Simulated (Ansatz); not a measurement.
InO in space group P6_3/mmc (No. 194; In on 4f, O on 4f) under volume change, plane-wave PAW PBE+D3(BJ) (Ansatz code), shape and atoms relaxed at each volume.

```
V (Å³/atom)  E − E(relaxed) (meV/atom)  P (GPa)
-----------  -------------------------  -------
15.278                            46.2    10.68
15.781                            19.3     6.52
16.285                             ___      ___
16.789                             0.0     0.01
17.292                             ___      ___
17.796                            15.1    -4.55
18.300                            32.2    -6.25
```

**Question.** What belongs in the gaps?

**Answer.** 
- 17.292, E − E(relaxed) (meV/atom): 4.0
- 17.292, P (GPa): -2.46
- 16.285, E − E(relaxed) (meV/atom): 4.6
- 16.285, P (GPa): 3.00

**Question.** What does a third-order Birch–Murnaghan fit give for V₀, B₀ and B′?

**Answer.** V₀ = 16.79 Å³/atom, B₀ = 89.9 GPa, B′ = 4.8.

A made-up cell: these elements were put on the sites of a structure type; neither database checked (COD, Materials Project) lists it. Its standing as an ambient phase is unchecked. The cell was relaxed with PBE+D3(BJ) under the symmetry of its start; its stability against distortions is not shown here. Scalar-relativistic: spin–orbit coupling is off unless named, which matters more the heavier the elements.

Potentials: the earlier of the program's two PAW sets.
